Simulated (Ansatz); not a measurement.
BeS:
```xyz
2
Lattice="0.0000 2.2949 2.2949 2.2949 0.0000 2.2949 2.2949 2.2949 0.0000" Properties=species:S:1:pos:R:3 pbc="T T T"
S      0.0000     0.0000     0.0000
Be     2.2949     2.2949     2.2949
```

Relaxed with PBEsol. The program Ansatz at the PBEsol level (PAW) gives a gap of 0.94 eV.

Problem. What gap does HSE06 give on the same cell (Ansatz, PAW)?

Solution. 1.75 eV, 0.81 eV more. The hybrid was solved on a coarser mesh and at special points; its gap is the smallest among all of these.

```json
[
 {"k": "Γ", "v1 PBEsol": "-0.32", "c1 PBEsol": "5.54", "v1 HSE06": "(withheld)", "c1 HSE06": "(withheld)"},
 {"k": "X", "v1 PBEsol": "-3.33", "c1 PBEsol": "0.94", "v1 HSE06": "-3.62", "c1 HSE06": "1.75"},
 {"k": "L", "v1 PBEsol": "-0.55", "c1 PBEsol": "3.81", "v1 HSE06": "(withheld)", "c1 HSE06": "(withheld)"},
 {"k": "W", "v1 PBEsol": "-4.11", "c1 PBEsol": "4.98", "v1 HSE06": "(withheld)", "c1 HSE06": "(withheld)"},
 {"k": "K", "v1 PBEsol": "-2.62", "c1 PBEsol": "2.18", "v1 HSE06": "(withheld)", "c1 HSE06": "(withheld)"}
]
```

Problem. Top valence (v1) and lowest conduction level (c1) in eV from each method's valence maximum (which need not be a listed point): supply the withheld HSE06 values.

Solution. 
- W, v1 HSE06: -4.42
- W, c1 HSE06: 6.05
- Γ, v1 HSE06: -0.35
- Γ, c1 HSE06: 6.77
- L, v1 HSE06: -0.59
- L, c1 HSE06: 4.87
- K, v1 HSE06: -2.82
- K, c1 HSE06: 3.09

Cost on shared cores: the PBEsol run (SCF on a 10×10×10 mesh, then bands and DOS) very roughly 3 core-seconds, the HSE06 run (SCF on 8×8×8, then a few points) around 30 core-seconds (rough); the tasks are unlike.

Space group Fm-3m (rock salt). The start of the workflow was typed in or built on a structure type; neither database checked (COD, Materials Project) lists it. COD files the formula under space group No. 216, so this cell is another polymorph or a model. Its standing as an ambient phase is unchecked. The cell was relaxed with PBEsol under the symmetry of its start. At this level the phase is dynamically unstable (imaginary phonons).

Potentials: the later of the program's two PAW sets.
